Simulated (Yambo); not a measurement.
Cd₂TeSe (space group P-4m2, No. 115), G0W0@PBEsol in Yambo with this input:

```
rim_cut
gw0
dyson
el_el_corr
HF_and_locXC
ppa
em1d
RandQpts= 1000000
RandGvec= 1 Ry
EXXRLvcs= 102 Ry
VXCRLvcs= 408 Ry
Chimod= "HARTREE"
% BndsRnXp
 27 | 304 |
%
NGsBlkXp= 6 Ry
% LongDrXp
 1.0 | 1.0 | 1.0 |
%
PPAPntXp= 27.2114 eV
% GbndRnge
 1 | 304 |
%
GTermKind= "BG"
DysSolver= "n"
ExtendOut
```

On a 2×2×2 mesh, with wavefunctions cut at 102 Ry, the gap (Γ → Γ) is 1.323 eV and the valence edge shifts by -0.864 eV.

Question: What happens with this change: 164 bands in W?

Answer: The gap rises by 0.114 eV, to 1.437 eV; the shift of the valence edge becomes -0.739 eV. Neither run is shown to be the converged limit.

The standard potentials for Se, Te keep a d shell in the valence without the s and p states of that shell. In tests on such compounds this moved G0W0 gaps by up to about 0.9 eV, so absolute quasiparticle energies here are unreliable; differences between settings are what counts.

Spin-orbit coupling is included.

Geometry relaxed with PBEsol; primitive cell a = b = 4.453 Å, c = 6.263 Å, α = β = γ = 90.00°.

The structure is a Materials Project entry; no match was found in the copy of COD used, and its stability was not checked.

A shift is the quasiparticle energy of the state minus its PBEsol energy.
